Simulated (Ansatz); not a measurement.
Clean, relaxed (001) surface of Co, space group P6_3/mmc (No. 194) (top face towards +c; atoms held fixed, by place in the list: 1, 2):

```
Co
1.0
     2.45642    0.00000    0.00000
    -1.22821    2.12732    0.00000
     0.00000    0.00000   22.95412
Co
4
Direct
  0.66667 0.33333 0.37030
  0.33333 0.66667 0.45677
  0.66667 0.33333 0.54528
  0.33333 0.66667 0.62896
```

Level of theory: Ansatz, DFT PBEsol, scalar-relativistic, plane waves, PAW. Settings: cutoff 420 eV, Γ-centred mesh 12×12×1 on the computed 4-atom cell, Gaussian smearing of 0.10 eV; collinear spin from starting moments 1.8 1.8 1.8 1.8 μB. The cell repeats along c with a dipole correction in the vacuum.

CH is put at the hollow (Co-Co-Co) at (0.00, 0.00) site, one adsorbate per 5.2 Å², and relaxed. E_ads counts from the clean slab and the free adsorbate (spin-polarised where it has unpaired electrons); negative means bound. Heights count from the highest slab atom after relaxation. Bonded neighbours lie within 1.25 times the sum of covalent radii (1.35 for H) and, on that scale, within 12 % of the closest. With the adsorbate the cell is lengthened along c to keep the vacuum.

Task: How strongly does it bind, and where does its anchoring atom end?

Result: -6.58 eV; at (0.00, 0.00), 3 bonded neighbours (Co).

Task: How high does its anchoring atom sit over the highest slab atom, and what is the shortest contact with the surface?

Result: 1.16 Å; C–Co 1.83 Å.

Task: The clean face has a work function of 5.12 eV. How does the adsorbate change it?

Result: By -2.09 eV.

Task: Does the adsorbate stay in one piece?

Result: Yes.

Task: What spin moment does the cell carry?

Result: 5.41 μB.

Each end is the local minimum or symmetric point that its start leads to. The slab is only 6.0 Å thick, so the energies aren't converged with thickness.

Cost: 4 runs of about 22 core-minutes in all, on Intel Xeon Platinum 8259CL (Skylake/Cascade Lake) (shared hosts).